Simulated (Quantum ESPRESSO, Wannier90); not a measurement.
## Wannier functions of PbSe (rock salt)

Structure: Materials Project mp-2201, symmetrised, not relaxed again. COD (Crystallography Open Database) has an entry of this formula and space group (matched by these alone). Level: PBE, no spin polarisation, no spin-orbit coupling; pw.x of Quantum ESPRESSO at 69 Ry with PseudoDojo potentials, 10×10×10 k-points, Wannier90. Density: 10×10×10 mesh, cold smearing 0.01 Ry. Spin-orbit coupling is left out although heavy elements are present.

Input w.win:

```
num_bands = 15
num_wann = 8
exclude_bands = 1-10
num_iter = 0
conv_tol = 1.0e-6
conv_window = 4
dis_num_iter = 1000
dis_conv_tol = 1.0e-6
dis_froz_max = 10.88
write_hr = true
write_u_matrices = true
begin projections
Pb: s;p
Se: s;p
end projections
begin unit_cell_cart
ang
    0.0000000000    3.0908250000    3.0908250000
    3.0908250000    0.0000000000    3.0908250000
    3.0908250000    3.0908250000    0.0000000000
end unit_cell_cart
begin atoms_frac
Pb   0.0000000000  0.0000000000  0.0000000000
Se   0.5000000000  0.5000000000  0.5000000000
end atoms_frac
mp_grid = 10 10 10
begin kpoints
0.0000000000 0.0000000000 0.0000000000
0.0000000000 0.0000000000 0.1000000000
0.0000000000 0.0000000000 0.2000000000
... (997 more lines: the 10x10x10 mesh through Gamma)
end kpoints
```

On the energy scale of pw.x, whose zero is arbitrary, the valence-band maximum lies at 8.99 eV. Lines of w_hr.dat (R1 R2 R3 m n Re Im, eV) for R = 0 and one of the shortest lattice vectors, rounded to 0.01 eV, lines under 0.02 eV left out; orbitals in order: Pb1 s, Pb1 pz, Pb1 px, Pb1 py, Se2 s, Se2 pz, Se2 px, Se2 py.

```
    0    0    0    1    1     1.95     0.00
    0    0    0    2    2    10.95     0.00
    0    0    0    3    3    10.95     0.00
    0    0    0    4    4    10.95     0.00
    0    0    0    5    5    -2.73     0.00
    0    0    0    6    6     7.89     0.00
    0    0    0    7    7     7.89     0.00
    0    0    0    8    8     7.89     0.00
   -1    0    0    2    1     0.03     0.00
   -1    0    0    4    1     0.03     0.00
   -1    0    0    1    2    -0.03     0.00
   -1    0    0    2    2     0.11     0.00
   -1    0    0    4    2     0.21     0.00
   -1    0    0    3    3    -0.04     0.00
   -1    0    0    1    4    -0.03     0.00
   -1    0    0    2    4     0.21     0.00
   -1    0    0    4    4     0.11     0.00
   -1    0    0    1    5    -0.45     0.00
   -1    0    0    3    5    -0.89     0.00
   -1    0    0    2    6    -0.41     0.00
   -1    0    0    6    6    -0.03     0.00
   -1    0    0    8    6     0.05     0.00
   -1    0    0    1    7     1.09     0.00
   -1    0    0    3    7     1.85     0.00
   -1    0    0    4    8    -0.41     0.00
   -1    0    0    6    8     0.05     0.00
   -1    0    0    8    8    -0.03     0.00
```
